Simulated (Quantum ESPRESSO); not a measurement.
# In3CuTa3W: one composition in several site orders

Computed values, not a measurement. The program is pw.x of Quantum ESPRESSO 7.5 (plane-wave density functional theory). The cell is made up: eight metal atoms on a face-centred cubic lattice, with elements, volume, strain and displacements drawn at random and not relaxed, so it may be unstable or far from any real phase. PseudoDojo standard norm-conserving files set the functional (PBE unless stated); there is no spin polarisation or spin-orbit coupling, the Fermi-Dirac width of 0.25 eV means electrons at about 2900 K, and the masses in the input are unused placeholders. The copper pseudopotential is less sure than most, with forces differing by about three percent and pressure by about two GPa from a second method on plain copper. Heavy elements are run without spin-orbit coupling, which real alloys of them have. A spin test at this wide smearing found no moment, but such smearing suppresses magnetism that the real alloy may have.

The runs put one composition on the sites in different orders. Cell, positions, cutoff, mesh and smearing stay as in the input of run 1; sites are counted in its order. Stress in the tables is positive in tension.

Input of run 1:

```
&control calculation='scf', pseudo_dir='./dojo.nc.sr.pbe.v0_5.standard.upf', outdir='./o', disk_io='minimal', tprnfor=.true., tstress=.true. /
&system ibrav=0, nat=8, ntyp=4, nbnd=69, ecutwfc=92.02030273, nosym=.true., tot_charge=0,
 occupations='smearing', smearing='fd', degauss=0.0183746611
/
&electrons conv_thr=1.470e-08, electron_maxstep=70, mixing_beta=0.5 /
ATOMIC_SPECIES
Cu 1.0 Cu.upf
In 1.0 In.upf
Ta 1.0 Ta.upf
W 1.0 W.upf
CELL_PARAMETERS angstrom
-0.041 0.0381 -4.1723
-4.1526 -0.0044 -0.041
2.1055 8.5904 2.0304
ATOMIC_POSITIONS angstrom
In 0.1482 -0.0624 -0.0984
Cu -1.8986 2.0337 -0.0481
In 0.2892 4.3405 -0.1277
Ta -1.9874 6.5955 -0.0426
W -2.1884 -0.0814 -2.1562
Ta 0.0073 2.1716 -2.0166
Ta -2.2131 4.2775 -2.1017
In 0.0068 6.5905 -2.086
K_POINTS automatic
6 6 3 1 1 1
```

| run | elements on sites 1 to 8 | free energy less that of run 1 (eV) | -TS (eV) | pressure (GPa) | stress xx (GPa) | stress yy (GPa) | stress zz (GPa) | stress yz (GPa) | stress xz (GPa) | stress xy (GPa) | iterations |
| --- | --- | --- | --- | --- | --- | --- | --- | --- | --- | --- | --- |
| 1 | In Cu In Ta W Ta Ta In | 0.000 | -1.136 | 3.83 | -1.06 | -0.92 | -9.49 | -2.96 | 4.55 | 0.90 | 18 |
| 2 | Cu In Ta Ta W In In Ta | -0.795 | -1.225 | 3.82 | -2.98 | -3.26 | -5.22 | -1.70 | 4.52 | 0.15 | 18 |
| 3 | In Ta Cu W In Ta Ta In | 0.567 | -1.306 | 3.85 | -4.24 | -4.69 | -2.63 | -1.69 | 3.19 | 0.13 | 20 |
| 4 | Ta In Ta In Ta In Cu W | -0.842 | -1.133 | 3.79 | -5.08 | -2.43 | -3.85 | -2.65 | 3.04 | -1.13 | 18 |
| 5 | W In Ta In In Ta Ta Cu | -0.388 | -1.254 | 3.41 | -5.04 | -1.45 | -3.74 | -2.25 | 4.18 | -1.55 | 18 |
| 6 | Ta Cu Ta Ta In In In W | -0.996 | -1.109 | 4.72 | -4.00 | -3.79 | -6.37 | -2.49 | 4.56 | -1.58 | 18 |

Forces Fx Fy Fz (eV/Å):

```
site              run 1              run 2              run 3              run 4              run 5              run 6
   1    -1.55 2.71 1.50   -0.51 -0.22 0.53    -1.52 1.47 1.25    -1.12 0.57 1.71    -1.69 1.23 1.02    -1.80 0.83 1.55
   2   -0.17 -0.08 0.18   -0.61 -0.82 0.66    -1.07 2.74 0.64    -0.59 1.17 0.68    -0.98 0.96 0.83    -0.13 0.21 0.13
   3   -3.07 -0.98 2.35    -3.52 1.22 2.30   -0.84 -0.33 0.67    -1.61 1.12 0.97   -2.87 -0.42 1.33    -3.66 0.54 2.36
   4  -0.95 -0.83 -0.79  -0.60 -0.23 -0.32  -1.45 -3.26 -0.38  -0.94 -2.71 -0.53  -0.61 -2.31 -0.42  -0.57 -2.63 -0.40
   5     1.66 1.92 0.51    1.06 -0.63 0.12    2.18 1.92 -0.01    2.20 0.04 -0.41    2.08 0.51 -0.43    2.57 1.74 -0.10
   6  -0.20 -0.66 -1.22   0.33 -1.55 -1.01    0.31 0.44 -1.07    0.43 0.41 -1.34   1.20 -0.15 -0.99  -0.23 -0.41 -0.90
   7   3.65 -0.68 -1.72    3.29 1.96 -1.89    1.75 0.29 -0.47    0.74 0.54 -0.53    2.60 0.71 -1.15    3.43 0.96 -1.90
   8   0.63 -1.41 -0.81    0.57 0.27 -0.41   0.64 -3.27 -0.62   0.89 -1.13 -0.54   0.27 -0.53 -0.19   0.39 -1.25 -0.75
```

The sites are displaced and not relaxed, so the energy differences mix bonding between neighbours with strain and are not ordering energies. A rerun of one cell of this series at a higher cutoff and on a denser mesh moved values by no more than 0.004 eV in energy, 0.02 GPa in stress and 0.003 eV/Å in force, and a second program with other atomic files agreed on that cell to 2 % rms in force and 0.5 GPa in pressure.